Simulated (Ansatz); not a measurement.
Nb5SiB2 in space group I4/mcm (No. 140; Nb on 4c, Nb on 16l, Si on 4a, B on 8h), plane-wave PAW r²SCAN (Ansatz code), all energies at zero smearing, with the estimated change up to a 700 eV cutoff added, with one set of potentials and settings (totals compare only within such a set). Cell of 16 atoms (10 Nb, 2 Si, 4 B): -47552.324 eV.

```json
[
 {"element": "Nb", "reference phase": "Im-3m, 1 atoms in the cell", "E (eV/atom)": "-4563.6321"},
 {"element": "Si", "reference phase": "Fd-3m, 2 atoms in the cell", "E (eV/atom)": "-639.0667"},
 {"element": "B", "reference phase": "R-3m, 12 atoms in the cell", "E (eV/atom)": "-156.5544"}
]
```

Formation energy per atom, worked out: (-47552.324 − 10×(-4563.6321) − 2×(-639.0667) − 4×(-156.5544))/16 = -0.728 eV/atom (-70 kJ per mol of atoms), at 0 K, without zero-point energy or fitted corrections.

The first step of the workflow began from a Materials Project structure, measured or hypothetical; the Crystallography Open Database copy checked does not list it. Whether it is the stable phase at ambient conditions was not checked. The cell was relaxed with r²SCAN under the symmetry of its start; its stability against distortions is not shown here. The run is not spin-polarised. The references are the lowest solids computed at this level, not always the standard phases.

Potentials: the later of the program's two PAW sets.
